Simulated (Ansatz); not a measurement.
Relaxed MgS (rock salt):

```yaml
crystal:
  lattice:
    - [0.00000, 2.60157, 2.60157]
    - [2.60157, 0.00000, 2.60157]
    - [2.60157, 2.60157, 0.00000]
  atoms:
    - { symbol: S, position: [0.00000, 0.00000, 0.00000] }
    - { symbol: Mg, position: [0.50000, 0.50000, 0.50000] }
```

In this cell atom 2 (Mg, nearest neighbour S at 2.602 Å; its periodic images, 3.7 Å or more away, move with it) is moved by s along Cartesian x, unit vector (1.000, 0.000, 0.000); all other atoms and the cell stay fixed.

Method: r2SCAN (plane waves to 500 eV, PAW, scalar-relativistic; Ansatz, a quantum-chemistry and plane-wave program). k mesh 9×9×9 (Γ-centred), Fermi-Dirac smearing 0.05 eV. Energies are smeared free energies. MgS was relaxed with its symmetry unable to fall. ΔE is measured from the undisplaced structure.

Successive frames, forces in eV/Å:

```tsv
frame	ΔE (eV/cell)	F on S1	F on Mg2
s = 0.208 Å	0.0698	(0.751, 0.000, 0.000)	(-0.751, 0.000, 0.000)
s = 0.156 Å	0.0373	(0.511, 0.000, 0.000)	(-0.511, 0.000, 0.000)
s = 0.104 Å	0.0159	(0.316, 0.000, 0.000)	(-0.316, 0.000, 0.000)
```

Question: What are the energy and the forces in the next frame, s = 0.052 Å?

Answer: ΔE (eV/cell) = 0.0039.

```tsv
atom	Fx	Fy	Fz
S1	0.151	0.000	0.000
Mg2	-0.151	0.000	0.000
```

(A displaced cell: forces are minus the slopes of the energy, force constants its curvatures, and phonons follow from these.)
